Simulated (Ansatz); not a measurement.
Here is the system:

Mg2Te3O8:
Space group C2/c (No. 15); a = 12.640 Å, b = 5.231 Å, c = 11.617 Å, α = γ = 90.00°, β = 98.53°

```
atom  site  symmetry       x       y       z
----  ----  --------  ------  ------  ------
Mg      8f         1  0.2322  0.1919  0.3527
Te      4e         2  0.0000  0.1592  0.7500
Te      8f         1  0.1366  0.1883  0.0567
O       8f         1  0.2631  0.0085  0.0267
O       8f         1  0.1144  0.1332  0.6361
O       8f         1  0.0804  0.0662  0.3528
O       8f         1  0.2005  0.3546  0.1925
```
(The calculation used a cell of 26 atoms; values per cell refer to that cell.)

This is the r²SCAN-relaxed structure.

Question: All from plane-wave PAW r²SCAN (Ansatz code), unless another level is named. Give the band gap.

Answer: 3.93 eV (indirect).

Question: What about the formation energy from the elements (no fitted shifts)?

Answer: -166 kJ/mol of atoms.

Question: Next, the smallest direct gap on the standard path?

Answer: 4.05 eV.

The first step of the workflow began from a Materials Project structure, measured or hypothetical; the Crystallography Open Database copy checked does not list it. Whether it is the stable phase at ambient conditions was not checked. Symmetry was held in the r²SCAN relaxation; whether a distortion lowers the energy is not shown. The references are the lowest solids computed at this level, not always the standard phases (solids in place of the gases). Scalar-relativistic: spin–orbit coupling is off unless named, which matters more the heavier the elements.

Potentials: the later of the program's two PAW sets.
